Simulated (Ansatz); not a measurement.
RbHgF3:
```
CELL_PARAMETERS angstrom
      4.53399     0.00000     0.00000
      0.00000     4.53399     0.00000
      0.00000     0.00000     4.53399
ATOMIC_POSITIONS crystal
  Rb 0.00000 0.00000 0.00000
  Hg 0.50000 0.50000 0.50000
  F  0.50000 0.00000 0.50000
  F  0.00000 0.50000 0.50000
  F  0.50000 0.50000 0.00000
```

The program Ansatz at the PBEsol level (PAW) gives a gap of 0.44 eV without spin–orbit coupling, maximum on the R–M line, 42 % of the way from R, minimum at Γ.

### Question
What happens when spin–orbit coupling is switched on?

### Answer
The gap decreases by 0.11 eV, to 0.33 eV; maximum at R, minimum at Γ.

### Question
Give the electron effective mass with spin–orbit coupling.

### Answer
0.34 mₑ (isotropic).

Space group Pm-3m (cubic perovskite). The first step of the workflow began from a Materials Project structure, measured or hypothetical; the Crystallography Open Database files this formula in space group No. 221, but the cells were not matched. Its standing as an ambient phase is unchecked. The PBEsol relaxation kept the symmetry of its start; whether a distortion lowers the energy is not shown.

Potentials: the later of the program's two PAW sets.
